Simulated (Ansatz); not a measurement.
Input, command and steps of an Ansatz relaxation.

```yaml
crystal:
  lattice:
    - [3.8551510122, 0.0, 0.0]
    - [0.0, 3.8551510122, 0.0]
    - [0.0, 0.0, 3.8551510122]
  atoms:
    - { symbol: Mn, position: [0.0, 0.5, 0.5], spin: 3.77 }
    - { symbol: Mn, position: [0.5, 0.0, 0.5], spin: 3.77 }
    - { symbol: Mn, position: [0.5, 0.5, 0.0], spin: 3.77 }
    - { symbol: Ag, position: [0.0, 0.0, 0.0], spin: 0.12 }
basis:
  ecutwfc: 420
kpoints:
  mp_grid: { grid: [4, 4, 4] }
hamiltonian:
  xc: pbe
scf:
  occupations: { method: gaussian, width: 0.1 }
  lower_state_search: "off"
output:
  forces: true
  stress: true
  eigenvalues: true
  populations: true
magnetization:
  spin_polarized: true
relax:
  adjacent_minimum: "off"
  f_tol: 0.04
  max_steps: 70
  cell: { stress_tol: 0.4 }
```

```bash
ansatz run input.yaml --threads 1 --pin off --max-ram 2560MiB --backend cpu --events-out ev --progress --plain --runs-dir out
```

The calculation used DFT PBE, scalar-relativistic, plane waves, PAW (Ansatz).

Of 4 frames 4 are shown, positions in Å and forces in eV/Å; the SCF threshold varies from step to step. Steps run on the plane waves of an earlier cell, with a Pulay correction in the pressure. The basis is chosen afresh for the last frame, the zero of the energies, and at times for earlier ones too; energy and pressure step there, also at an unchanged geometry.

```xyz
4
Lattice="3.8552 0.0000 0.0000 0.0000 3.8552 0.0000 0.0000 0.0000 3.8552" Properties=species:S:1:pos:R:3:forces:R:3 pbc="T T T" step=1 free_energy_over_end_meV_per_atom=23.20 pressure_GPa=7.54
Mn    0.0000    1.9276    1.9276    0.0000    0.0000    0.0000
Mn    1.9276    0.0000    1.9276    0.0000    0.0000    0.0000
Mn    1.9276    1.9276    0.0000    0.0000    0.0000    0.0000
Ag    0.0000    0.0000    0.0000    0.0000    0.0000    0.0000
4
Lattice="3.9363 0.0000 0.0000 0.0000 3.9363 0.0000 0.0000 0.0000 3.9363" Properties=species:S:1:pos:R:3:forces:R:3 pbc="T T T" step=2 free_energy_over_end_meV_per_atom=0.47 pressure_GPa=0.42
Mn    0.0000    1.9682    1.9682    0.0000    0.0000    0.0000
Mn    1.9682    0.0000    1.9682    0.0000    0.0000    0.0000
Mn    1.9682    1.9682    0.0000    0.0000    0.0000    0.0000
Ag    0.0000    0.0000    0.0000    0.0000    0.0000    0.0000
4
Lattice="3.9413 0.0000 0.0000 0.0000 3.9413 0.0000 0.0000 0.0000 3.9413" Properties=species:S:1:pos:R:3:forces:R:3 pbc="T T T" step=3 free_energy_over_end_meV_per_atom=0.41 pressure_GPa=0.01
Mn    0.0000    1.9707    1.9707    0.0000    0.0000    0.0000
Mn    1.9707    0.0000    1.9707    0.0000    0.0000    0.0000
Mn    1.9707    1.9707    0.0000    0.0000    0.0000    0.0000
Ag    0.0000    0.0000    0.0000    0.0000    0.0000    0.0000
4
Lattice="3.9413 0.0000 0.0000 0.0000 3.9413 0.0000 0.0000 0.0000 3.9413" Properties=species:S:1:pos:R:3:forces:R:3 pbc="T T T" step=4 free_energy_over_end_meV_per_atom=0.00 pressure_GPa=0.00
Mn    0.0000    1.9707    1.9707    0.0000    0.0000    0.0000
Mn    1.9707    0.0000    1.9707    0.0000    0.0000    0.0000
Mn    1.9707    1.9707    0.0000    0.0000    0.0000    0.0000
Ag    0.0000    0.0000    0.0000    0.0000    0.0000    0.0000
```

The start puts this composition into another compound's structure type, which needn't suit it. At the end the space group is Pm-3m (tolerance 0.05 Å).

The run took 8.7 s on 1 thread of Intel(R) Xeon(R) 6975P-C (Granite Rapids) (shared host), peak memory 0.38 GiB.

The k mesh is coarse. Only parallel moments were tried here.